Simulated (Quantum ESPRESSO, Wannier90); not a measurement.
Tight-binding from DFT: WO3 (ReO3 type)

Structure: Materials Project mp-19390, symmetrised, not relaxed again. Not found in the COD (Crystallography Open Database) copy used, which has the formula in other groups; not checked further. Level: PBEsol, spinors with spin-orbit coupling; pw.x of Quantum ESPRESSO at 68 Ry with PseudoDojo potentials, 6×6×6 k-points, Wannier90. Density: 8×8×8 mesh, Gaussian smearing 0.01 Ry.

On the energy scale of pw.x, whose zero is arbitrary, the valence-band maximum lies at 5.93 eV.

Input w.win:

```
num_bands = 52
num_wann = 28
exclude_bands = 1-14
spinors = true
num_iter = 1000
conv_tol = 1.0e-6
conv_window = 4
dis_num_iter = 1000
dis_conv_tol = 1.0e-6
dis_froz_max = 7.85
write_hr = true
write_u_matrices = true
begin projections
f=0.00357,-0.01146,0.00534: d
f=-0.00104,-0.00886,0.49035: p
f=0.48963,-0.00341,-0.00730: p
f=-0.00259,0.49170,0.00985: p
end projections
begin unit_cell_cart
ang
    3.8062000000    0.0000000000    0.0000000000
    0.0000000000    3.8062000000    0.0000000000
    0.0000000000    0.0000000000    3.8062000000
end unit_cell_cart
begin atoms_frac
W    0.0000000000  0.0000000000  0.0000000000
O    0.0000000000  0.0000000000  0.5000000000
O    0.5000000000  0.0000000000  0.0000000000
O    0.0000000000  0.5000000000  0.0000000000
end atoms_frac
mp_grid = 6 6 6
begin kpoints
0.0000000000 0.0000000000 0.0000000000
0.0000000000 0.0000000000 0.1666666667
0.0000000000 0.0000000000 0.3333333333
... (213 more lines: the 6x6x6 mesh through Gamma)
end kpoints
```

Input of pw2wannier90.x that gives the overlap and projection files (equivalent; here they were cut from one run over all bands):

```
&inputpp
  outdir = './out'
  prefix = 'pwscf'
  seedname = 'w'
  write_amn = .true.
  write_mmn = .true.
/
```

Output w.wout (banner and timings cut):

```
                                    ------
                                    SYSTEM
                                    ------

                              Lattice Vectors (Ang)
                    a_1     3.806200   0.000000   0.000000
                    a_2     0.000000   3.806200   0.000000
                    a_3     0.000000   0.000000   3.806200

                   Unit Cell Volume:      55.14102  (Ang^3)

                        Reciprocal-Space Vectors (Ang^-1)
                    b_1     1.650776   0.000000   0.000000
                    b_2     0.000000   1.650776   0.000000
                    b_3     0.000000   0.000000   1.650776

 *----------------------------------------------------------------------------*
 |   Site       Fractional Coordinate          Cartesian Coordinate (Ang)     |
 +----------------------------------------------------------------------------+
 | w    1   0.00000   0.00000   0.00000   |    0.00000   0.00000   0.00000    |
 | o    1   0.00000   0.00000   0.50000   |    0.00000   0.00000   1.90310    |
 | o    2   0.50000   0.00000   0.00000   |    1.90310   0.00000   0.00000    |
 | o    3   0.00000   0.50000   0.00000   |    0.00000   1.90310   0.00000    |
 *----------------------------------------------------------------------------*
                                ------------
                                K-POINT GRID
                                ------------

             Grid size =  6 x  6 x  6      Total points =  216

 *---------------------------------- MAIN ------------------------------------*
 |  Number of Wannier Functions               :                28             |
 |  Number of Objective Wannier Functions     :                28             |
 |  Number of input Bloch states              :                52             |
 |  Output verbosity (1=low, 5=high)          :                 1             |
 |  Timing Level (1=low, 5=high)              :                 1             |
 |  Optimisation (0=memory, 3=speed)          :                 3             |
 |  Length Unit                               :               Ang             |
 |  Post-processing setup (write *.nnkp)      :                 F             |
 |  Using Gamma-only branch of algorithms     :                 F             |
 *----------------------------------------------------------------------------*
 *------------------------------- WANNIERISE ---------------------------------*
 |  Total number of iterations                :              1000             |
 |  Number of CG steps before reset           :                 5             |
 |  Trial step length for line search         :             2.000             |
 |  Convergence tolerence                     :         0.100E-05             |
 |  Convergence window                        :                 4             |
 |  Iterations between writing output         :                 1             |
 |  Iterations between backing up to disk     :               100             |
 |  Write r^2_nm to file                      :                 F             |
 |  Write xyz WF centres to file              :                 F             |
 |  Write on-site energies <0n|H|0n> to file  :                 F             |
 |  Use guiding centre to control phases      :                 F             |
 |  Use phases for initial projections        :                 F             |
 *----------------------------------------------------------------------------*
 *------------------------------- DISENTANGLE --------------------------------*
 |  Using band disentanglement                :                 T             |
 |  Total number of iterations                :              1000             |
 |  Mixing ratio                              :             0.500             |
 |  Convergence tolerence                     :         1.000E-06             |
 |  Convergence window                        :                 3             |
 *----------------------------------------------------------------------------*
 *-------------------------------- PLOTTING ----------------------------------*
 |  Plotting Hamiltonian in WF basis          :                 T             |
 *----------------------------------------------------------------------------*

       ... (k-mesh section left out)

 Starting a new Wannier90 calculation ...

 Reading overlaps from w.mmn

 Reading projections from w.amn

 *------------------------------- DISENTANGLE --------------------------------*
 +----------------------------------------------------------------------------+
 |                              Energy  Windows                               |
 |                              ---------------                               |
 |                   Outer:   -1.24736  to   31.13409  (eV)                   |
 |                   Inner:   -1.24736  to    7.85000  (eV)                   |
 +----------------------------------------------------------------------------+
   Number of target bands to extract:   28

                   Unitarised projection of Wannier functions
                   ------------------------------------------
   A_mn = <psi_m|g_n> --> S = A.A^+ --> U = S^-1/2.A
   In dis_project... done
   Using an inner window (linner = T)
   In dis_proj_froz... done

                   Extraction of optimally-connected subspace
                   ------------------------------------------
 +---------------------------------------------------------------------+<-- DIS
 |  Iter     Omega_I(i-1)      Omega_I(i)      Delta (frac.)           |<-- DIS
 +---------------------------------------------------------------------+<-- DIS
       1      23.25885400      22.86586522       1.719E-02    <-- DIS
       2      22.97020128      22.74925062       9.712E-03    <-- DIS
       3      22.83794852      22.66457464       7.650E-03    <-- DIS
       4      22.73421582      22.59848987       6.006E-03    <-- DIS
       5      22.65291460      22.54524675       4.776E-03    <-- DIS
       6      22.58835573      22.50138534       3.865E-03    <-- DIS
       ... (lines left out)
     101      22.19974423      22.19970605       1.720E-06    <-- DIS
       ... (lines left out)
     112      22.19962707      22.19960519       9.858E-07    <-- DIS
     113      22.19961904      22.19959820       9.390E-07    <-- DIS
     114      22.19961136      22.19959150       8.947E-07    <-- DIS

             <<<      Delta < 1.000E-06  over  3 iterations     >>>
             <<< Disentanglement convergence criteria satisfied >>>

        Final Omega_I    22.19959150 (Ang^2)

 +----------------------------------------------------------------------------+

 Writing checkpoint file w.chk... done

 *------------------------------- WANNIERISE ---------------------------------*
 +--------------------------------------------------------------------+<-- CONV
 | Iter  Delta Spread     RMS Gradient      Spread (Ang^2)            |<-- CONV
 +--------------------------------------------------------------------+<-- CONV

 ------------------------------------------------------------------------------
 Initial State
  WF centre and spread    1  ( -0.000554, -0.000062, -0.001345 )     1.00867557
  WF centre and spread    2  ( -0.000554, -0.000062, -0.001345 )     1.00867557
  WF centre and spread    3  ( -0.000129, -0.000118,  0.000989 )     1.01584066
  WF centre and spread    4  ( -0.000129, -0.000118,  0.000989 )     1.01584069
  WF centre and spread    5  (  0.000093, -0.001109, -0.001365 )     1.01689823
  WF centre and spread    6  (  0.000093, -0.001109, -0.001365 )     1.01689822
  WF centre and spread    7  ( -0.001213, -0.000812, -0.000275 )     1.01035463
  WF centre and spread    8  ( -0.001213, -0.000812, -0.000275 )     1.01035462
  WF centre and spread    9  (  0.000079, -0.001864,  0.000079 )     1.01668200
  WF centre and spread   10  (  0.000079, -0.001864,  0.000079 )     1.01668198
  WF centre and spread   11  ( -0.000103, -0.000671,  1.903173 )     0.72818011
  WF centre and spread   12  ( -0.000103, -0.000671,  1.903173 )     0.72818012
  WF centre and spread   13  (  0.000216, -0.000131,  1.903540 )     0.67420014
  WF centre and spread   14  (  0.000216, -0.000131,  1.903540 )     0.67420014
  WF centre and spread   15  ( -0.000035, -0.000793,  1.902957 )     0.67431130
  WF centre and spread   16  ( -0.000035, -0.000793,  1.902957 )     0.67431130
  WF centre and spread   17  (  1.903341, -0.000024,  0.000136 )     0.67423190
  WF centre and spread   18  (  1.903341, -0.000024,  0.000136 )     0.67423190
  WF centre and spread   19  (  1.903369,  0.000214, -0.001323 )     0.72835033
  WF centre and spread   20  (  1.903369,  0.000214, -0.001323 )     0.72835034
  WF centre and spread   21  (  1.903390, -0.000670, -0.000159 )     0.67425936
  WF centre and spread   22  (  1.903390, -0.000670, -0.000159 )     0.67425935
  WF centre and spread   23  ( -0.000067,  1.903681,  0.000528 )     0.67548223
  WF centre and spread   24  ( -0.000067,  1.903681,  0.000528 )     0.67548223
  WF centre and spread   25  (  0.000178,  1.903501,  0.000177 )     0.67532260
  WF centre and spread   26  (  0.000178,  1.903501,  0.000177 )     0.67532261
  WF centre and spread   27  ( -0.000353,  1.905270,  0.001465 )     0.73130174
  WF centre and spread   28  ( -0.000353,  1.905270,  0.001465 )     0.73130172
  Sum of centres and spreads ( 11.416424, 11.412822, 11.417152 )    22.60818159

      0     0.226E+02     0.0000000000       22.6081815610  <-- CONV
        O_D=      0.0020373 O_OD=      0.4065527 O_TOT=     22.6081816 <-- SPRD
 ------------------------------------------------------------------------------
      1    -0.636E-01     0.1362194548       22.5445880393  <-- CONV
        O_D=      0.0004659 O_OD=      0.3445306 O_TOT=     22.5445880 <-- SPRD
      2    -0.149E-01     0.1096389753       22.5297310158  <-- CONV
        O_D=      0.0004104 O_OD=      0.3297291 O_TOT=     22.5297310 <-- SPRD
      3    -0.149E-01     0.1000967857       22.5148248610  <-- CONV
        O_D=      0.0004872 O_OD=      0.3147462 O_TOT=     22.5148249 <-- SPRD
      4    -0.123E-01     0.0995274877       22.5025003239  <-- CONV
        O_D=      0.0005507 O_OD=      0.3023581 O_TOT=     22.5025003 <-- SPRD
      5    -0.842E-02     0.0867713936       22.4940826037  <-- CONV
        O_D=      0.0004185 O_OD=      0.2940726 O_TOT=     22.4940826 <-- SPRD
       ... (lines left out)
     22    -0.690E-06     0.0007697677       22.4874399753  <-- CONV
        O_D=      0.0000928 O_OD=      0.2877557 O_TOT=     22.4874400 <-- SPRD
     23    -0.361E-06     0.0005909835       22.4874396144  <-- CONV
        O_D=      0.0000928 O_OD=      0.2877553 O_TOT=     22.4874396 <-- SPRD
     24    -0.233E-06     0.0004353878       22.4874393816  <-- CONV
        O_D=      0.0000928 O_OD=      0.2877550 O_TOT=     22.4874394 <-- SPRD
             <<<     Delta < 1.000E-06  over  4 iterations     >>>
             <<< Wannierisation convergence criteria satisfied >>>
 Final State
  WF centre and spread    1  ( -0.000042, -0.000035, -0.000285 )     1.00436085
  WF centre and spread    2  ( -0.000042, -0.000035, -0.000285 )     1.00436086
  WF centre and spread    3  (  0.000030, -0.000118,  0.000574 )     1.02229056
  WF centre and spread    4  (  0.000030, -0.000118,  0.000574 )     1.02229059
  WF centre and spread    5  (  0.000089, -0.000841, -0.000330 )     1.02229256
  WF centre and spread    6  (  0.000089, -0.000841, -0.000330 )     1.02229255
  WF centre and spread    7  ( -0.000239,  0.000182,  0.000026 )     1.00443190
  WF centre and spread    8  ( -0.000239,  0.000182,  0.000026 )     1.00443190
  WF centre and spread    9  (  0.000112, -0.001127,  0.000075 )     1.02230016
  WF centre and spread   10  (  0.000112, -0.001127,  0.000075 )     1.02230014
  WF centre and spread   11  ( -0.000167, -0.000019,  1.902889 )     0.72131525
  WF centre and spread   12  ( -0.000167, -0.000019,  1.902889 )     0.72131526
  WF centre and spread   13  (  0.000034,  0.000059,  1.903276 )     0.66735734
  WF centre and spread   14  (  0.000034,  0.000059,  1.903276 )     0.66735733
  WF centre and spread   15  ( -0.000038,  0.000166,  1.902993 )     0.66736017
  WF centre and spread   16  ( -0.000038,  0.000166,  1.902993 )     0.66736017
  WF centre and spread   17  (  1.903102,  0.000057, -0.000046 )     0.66735611
  WF centre and spread   18  (  1.903102,  0.000057, -0.000046 )     0.66735611
  WF centre and spread   19  (  1.902871,  0.000301, -0.000695 )     0.72123070
  WF centre and spread   20  (  1.902871,  0.000301, -0.000695 )     0.72123071
  WF centre and spread   21  (  1.903128,  0.000204, -0.000030 )     0.66735772
  WF centre and spread   22  (  1.903128,  0.000204, -0.000030 )     0.66735771
  WF centre and spread   23  ( -0.000038,  1.902798,  0.000075 )     0.66735894
  WF centre and spread   24  ( -0.000038,  1.902798,  0.000075 )     0.66735894
  WF centre and spread   25  (  0.000023,  1.902709, -0.000035 )     0.66735791
  WF centre and spread   26  (  0.000023,  1.902709, -0.000035 )     0.66735792
  WF centre and spread   27  ( -0.000259,  1.903241,  0.000304 )     0.72134953
  WF centre and spread   28  ( -0.000259,  1.903241,  0.000304 )     0.72134951
  Sum of centres and spreads ( 11.417209, 11.415151, 11.417581 )    22.48743941

         Spreads (Ang^2)       Omega I      =    22.199591495
        ================       Omega D      =     0.000092845
                               Omega OD     =     0.287755041
    Final Spread (Ang^2)       Omega Total  =    22.487439382
```
